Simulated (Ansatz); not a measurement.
InP:
```cif
data_In3P3
_chemical_formula_sum 'In3 P3'
_space_group_name_H-M_alt 'P 1'
_space_group_IT_number 1
_cell_length_a 4.13870
_cell_length_b 4.13870
_cell_length_c 9.35244
_cell_angle_alpha 90.000
_cell_angle_beta 90.000
_cell_angle_gamma 120.000
loop_
_space_group_symop_operation_xyz
  'x, y, z'
loop_
_atom_site_label
_atom_site_type_symbol
_atom_site_fract_x
_atom_site_fract_y
_atom_site_fract_z
_atom_site_occupancy
In1 In 0.00000 0.50000 0.33333 1
In2 In 0.50000 0.50000 0.66667 1
In3 In 0.50000 0.00000 0.00000 1
P1 P 0.00000 0.50000 0.83333 1
P2 P 0.50000 0.50000 0.16667 1
P3 P 0.50000 0.00000 0.50000 1
```

Relaxed with r²SCAN.

Problem. Tabulate the valence density and the electron localisation function along the shortest In–P contact (2.59 Å), r²SCAN (plane waves, PAW; program Ansatz).

Solution. 

```csv
distance from In (Å),density (e/Å³),ELF
0.26,8.74,0.00
0.39,6.78,0.02
0.52,4.76,0.07
0.65,2.94,0.15
0.78,1.53,0.20
0.91,0.73,0.21
1.04,0.49,0.22
1.17,0.42,0.33
1.30,0.42,0.56
1.42,0.47,0.77
1.55,0.55,0.86
1.68,0.65,0.89
1.81,0.74,0.88
1.94,0.76,0.80
2.07,0.64,0.54
2.20,0.43,0.14
2.33,0.22,0.01
```

The density is the valence pseudo-density with augmentation charge, so density and ELF within about 1 Å of a nucleus are not all-electron values.

Space group P6_422. The start of the workflow was typed in or built on a structure type; neither database checked (COD, Materials Project) lists it. It is not the phase usual at ambient conditions (space group No. 216). Symmetry was held in the r²SCAN relaxation; its stability against distortions is not shown here.

Potentials: the earlier of the program's two PAW sets.
